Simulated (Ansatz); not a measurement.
BaS:
```
CELL_PARAMETERS angstrom
      0.00000     3.16576     3.16576
      3.16576     0.00000     3.16576
      3.16576     3.16576     0.00000
ATOMIC_POSITIONS crystal
  Ba 0.00000 0.00000 0.00000
  S  0.50000 0.50000 0.50000
```

Relaxed with PBEsol. Special points in fractions of this cell's reciprocal vectors: Γ (0.000, 0.000, 0.000); X (0.500, 0.000, 0.500); U (0.625, 0.250, 0.625); K (0.375, 0.375, 0.750); L (0.500, 0.500, 0.500); W (0.500, 0.250, 0.750).

List the band energies nearest the valence-band maximum at these points for the program Ansatz at the PBEsol level (PAW).

In eV from the valence-band maximum; about four levels below and three above (degenerate sets whole), none deeper than 8.9 eV; points with the same levels are listed once.

```csv
k,below,above
Γ,0.00 0.00 0.00,3.63 3.89 3.89 3.89
X,-0.42 -0.09 -0.09,2.04 6.07 6.18
U,-0.93 -0.58 -0.46,3.23 5.90 6.76
L,-1.97 -1.08 -1.08,5.46 5.66 6.47 6.47
W,-1.12 -0.42 -0.42,4.22 4.22 6.45
```

Space group Fm-3m (rock salt). The PBEsol relaxation kept the symmetry of its start. Scalar-relativistic: spin–orbit coupling is off unless named, which matters more the heavier the elements.

Potentials: the later of the program's two PAW sets.
